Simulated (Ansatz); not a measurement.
Here is the system:

SiO₂:
```xyz
6
Lattice="2.8213 0.0000 0.0000 0.0000 2.8213 0.0000 0.0000 0.0000 8.6054" Properties=species:S:1:pos:R:3 pbc="T T T"
Si     0.0000     0.0000     0.0000
Si     1.4107     1.4107     4.3027
O      0.0000     1.4107     0.8541
O      0.0000     1.4107     5.1568
O      1.4107     0.0000     3.4486
O      1.4107     0.0000     7.7513
```

This is the PBEsol-relaxed structure. x, y and z are the axes in which the lattice vectors are written.

Question: All from the program Ansatz at the PBEsol level (PAW), unless another level is named. Estimate the elastic constants (relaxed ions, GPa).

Answer: C11 = 378, C12 = -31.2, C13 = 13.5, C33 = 10.9, C44 = 8.8, C66 = 44.3.

Question: Next, the vibrational entropy at 300 K?

Answer: 12.5 J/(K·mol of atoms).

Question: And the zero-point energy?

Answer: 102.4 meV/atom.

Question: What about the highest zone-centre frequency (without LO–TO term)?

Answer: 914 cm⁻¹.

Space group P4_2/nmc. A made-up cell: these elements were put on the sites of a structure type; neither database checked (COD, Materials Project) lists it. It is not the phase usual at ambient conditions (space group No. 92, 152, 154). Symmetry was held in the PBEsol relaxation; whether a distortion lowers the energy is not shown.

Potentials: the earlier of the program's two PAW sets. The files were generated under PBE; for other functionals the program regenerates the frozen cores, and for LDA and PBEsol the local potential too.
